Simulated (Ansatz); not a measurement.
Zn (hcp)

Level of theory: DFT, PBE, scalar-relativistic, no spin polarisation; plane waves to 420 eV with PAW datasets (Ansatz 0.2.0), Γ-centred 18×18×8 mesh, 0.05 eV Gaussian smearing. The datasets are Ansatz's generated set soft_2.

```
Zn
1.0
     2.63251    0.00000    0.00000
    -1.31626    2.27982    0.00000
     0.00000    0.00000    5.11200
Zn
2
Cartesian
  0.0000 1.5199 3.8340
  1.3163 0.7599 1.2780
```

Path: Γ–M–K–Γ–A–L–H–A | L–M | H–K, with Γ = (0.000, 0.000, 0.000), M = (0.500, 0.000, 0.000), K = (0.333, 0.333, 0.000), A = (0.000, 0.000, 0.500), L = (0.500, 0.000, 0.500), H = (0.333, 0.333, 0.500) in reciprocal vectors of the calculation's cell.

Levels between -6 and 6 eV from the Fermi level at the path's named points:
| point | below E_F (eV) | above E_F (eV) |
| --- | --- | --- |
| Γ | -3.75 -3.51 |  |
| M | -2.64 -1.92 | 2.34 3.58 3.83 5.65 |
| K |  | 0.36 0.36 0.42 4.76 5.88 5.88 |
| A |  | 3.76 3.76 |
| L | -1.75 -1.75 | 0.30 0.30 |
| H |  | 1.19 1.19 1.94 1.94 2.40 2.40 |

Q: By these bands, is it a metal or an insulator, and if it has a gap, where are the band edges on this path?

A: A metal: bands cross the Fermi level.
